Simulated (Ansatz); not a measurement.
Simulated powder pattern, Cu Kα, λ = 1.54184 Å (kinematic, ideal powder, no thermal factors, no anomalous dispersion; the 30 strongest lines at most, above 1 %, up to 2θ = 90°):

```json
[
 {"2θ (°)": "22.06", "I/Imax (%)": "8.7"},
 {"2θ (°)": "31.00", "I/Imax (%)": "100"},
 {"2θ (°)": "31.79", "I/Imax (%)": "90"},
 {"2θ (°)": "37.08", "I/Imax (%)": "3.0"},
 {"2θ (°)": "44.99", "I/Imax (%)": "47"},
 {"2θ (°)": "50.12", "I/Imax (%)": "12"},
 {"2θ (°)": "54.64", "I/Imax (%)": "18"},
 {"2θ (°)": "56.14", "I/Imax (%)": "39"},
 {"2θ (°)": "56.63", "I/Imax (%)": "24"},
 {"2θ (°)": "64.62", "I/Imax (%)": "11"},
 {"2θ (°)": "66.42", "I/Imax (%)": "13"},
 {"2θ (°)": "68.30", "I/Imax (%)": "4.7"},
 {"2θ (°)": "70.05", "I/Imax (%)": "2.2"},
 {"2θ (°)": "73.82", "I/Imax (%)": "14"},
 {"2θ (°)": "75.09", "I/Imax (%)": "15"},
 {"2θ (°)": "77.30", "I/Imax (%)": "2.2"},
 {"2θ (°)": "78.98", "I/Imax (%)": "2.2"},
 {"2θ (°)": "80.53", "I/Imax (%)": "1.0"},
 {"2θ (°)": "83.84", "I/Imax (%)": "6.0"},
 {"2θ (°)": "86.00", "I/Imax (%)": "4.8"},
 {"2θ (°)": "89.17", "I/Imax (%)": "6.8"}
]
```

The pattern belongs to a structure relaxed with the program Ansatz at the PBE level (PAW).

Problem. Which of these materials gives this?
(A) LaN, Pnma (La on 4c, N on 4c)
(B) AlBN2, chalcopyrite
(C) YNbN3, R3c (Y on 6a, Nb on 6a, N on 18b)
(D) LiNbO3, R3c (Li on 6a, Nb on 6a, O on 18b)

Solution. C, YNbN3, R3c (Y on 6a, Nb on 6a, N on 18b)

Problem. Give the lattice parameters.

Solution. a = 5.630 Å, c = 14.313 Å.

The start of the workflow was typed in or built on a structure type; neither database checked (COD, Materials Project) lists it. Whether it is the stable phase at ambient conditions was not checked. Symmetry was held in the PBE relaxation; its stability against distortions is not shown here. Magnetic state: ferromagnetic, the only order run, not a proven ground state. No Hubbard U is applied.

Potentials: the earlier of the program's two PAW sets.
